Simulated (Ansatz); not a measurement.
A relaxed structure of Y is spoiled in several ways and relaxed again each time (noise and exchanges are one random draw each; pressure is positive under compression). These are r2SCAN (plane waves to 500 eV, PAW, scalar-relativistic; Ansatz, an electronic-structure program) values and carry that method's errors.

Space group P6₃/mmc (No. 194); a = b = 3.683 Å, c = 5.698 Å, α = β = 90.00°, γ = 120.00°

| atom | site | symmetry | x | y | z |
|---|---|---|---|---|---|
| Y | 2d | -6m2 | 0.6667 | 0.3333 | 0.2500 |

| change | first pressure (GPa) | largest first force (eV/Å) | released (eV/atom) | moves | outcome | final group | E − E(parent) (eV/atom) |
|---|---|---|---|---|---|---|---|
| with every coordinate shifted by Gaussian noise of σ = 0.1 Å | 0.0 | 0.34 | 0.02 | 6 | returns to the parent | P6₃/mmc | 0.00 |
| with every coordinate shifted by Gaussian noise of σ = 0.2 Å | 0.0 | 0.41 | 0.04 | 6 | returns to the parent | P6₃/mmc | 0.00 |
| deformed by the Cartesian strain tensor (xx, yy, zz, yz, xz, xy) = (0.114, 0.049, -0.054, 0.013, 0.028, -0.021) | -3.3 | 0.18 | 0.14 | 6 | returns to the parent | P6₃/mmc | 0.00 |

First-step values come from each run's starting, coarser k-mesh (10×10×6). The runs use different k-meshes, so differences are rounded accordingly. No spin polarisation in the result.
